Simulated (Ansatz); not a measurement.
CdSe:
```
CdSe
1.0
    4.06336     0.00000     0.00000
   -2.03168     3.51897     0.00000
    0.00000     0.00000     6.69712
Cd Se
2 2
Direct
  0.00000   0.00000   0.00000
  0.00000   0.00000   0.50000
  0.33333   0.66667   0.25000
  0.66667   0.33333   0.75000
```

Relaxed with PBE. Special points in fractions of this cell's reciprocal vectors: Γ (0.000, 0.000, 0.000); M (0.500, 0.000, 0.000); K (0.333, 0.333, 0.000); A (0.000, 0.000, 0.500); L (0.500, 0.000, 0.500); H (0.333, 0.333, 0.500).

Task: List the band energies nearest the Fermi level at these points for the program Ansatz at the PBE level (PAW).

Result: In eV from the Fermi level; about four levels below and three above (degenerate sets whole), none deeper than 8.9 eV; points with the same levels are listed once.

```csv
k,below,above
Γ,-0.71 -0.71 -0.70 -0.23 -0.09 -0.09,2.78 6.03 6.03
M,-2.97 -2.06 -1.74 -0.10,2.00 3.09 3.21
K,-2.33 -2.33 -1.96 -1.96,0.23 4.81 6.58 6.58
A,-0.37 -0.37 -0.37 -0.37,2.35 2.35 6.26 6.26
L,-1.38 -1.38 -1.22 -1.22,1.55 1.55 5.32 5.32
H,-3.32 -3.32 -0.36 -0.36,2.95 2.95 3.86 3.86
```

Space group P6_3/mmc (NiAs type). A made-up cell: these elements were put on the sites of a structure type; neither database checked (COD, Materials Project) lists it. It is not the phase usual at ambient conditions (space group No. 186, 216). The cell was relaxed with PBE under the symmetry of its start; whether a distortion lowers the energy is not shown. The Fermi level of a semimetal is unsure by some 0.05 eV on such meshes. Scalar-relativistic: spin–orbit coupling is off unless named, which matters more the heavier the elements.

Potentials: the later of the program's two PAW sets.
